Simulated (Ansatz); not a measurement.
## Structures of ZnAg₂: which is lowest?

Plane-wave DFT in Ansatz with scalar-relativistic PAW potentials, cutoff 420 eV, Γ-centred meshes chosen by cell and gap, Gaussian smearing with energies taken to zero width. Every cell was relaxed (cell and atoms) in a run of its own, within the symmetry of its start. Functional: PBE.

Relaxed structures (starts from databases or built by putting these elements on another compound's sites):
A. Fd-3m, 6 atoms in the computed cell, a = 7.737 Å; sites (symmetry × multiplicity) Zn -43m × 8, Ag .-3m × 16; start: built
B. I4/mmm, 3 atoms in the computed cell, a = 3.123 Å, c = 10.266 Å; sites (symmetry × multiplicity) Zn 4/mmm × 2, Ag 4mm × 4; start: built

Task: Rank them by energy. Could pressure change the order?

Result:
```tsv
structure	group	E − E(lowest) (meV/atom)	V (Å³/atom)	gap on mesh (eV)
B	I4/mmm	0.0	16.69	0.00
A	Fd-3m	233	19.29	0.00
```

B is lowest, 233 meV/atom under A. The lowest is also the densest of these, so pressure wouldn't bring one of the others in at first order. Other structures may lie lower than all of these, and vibrations aren't counted.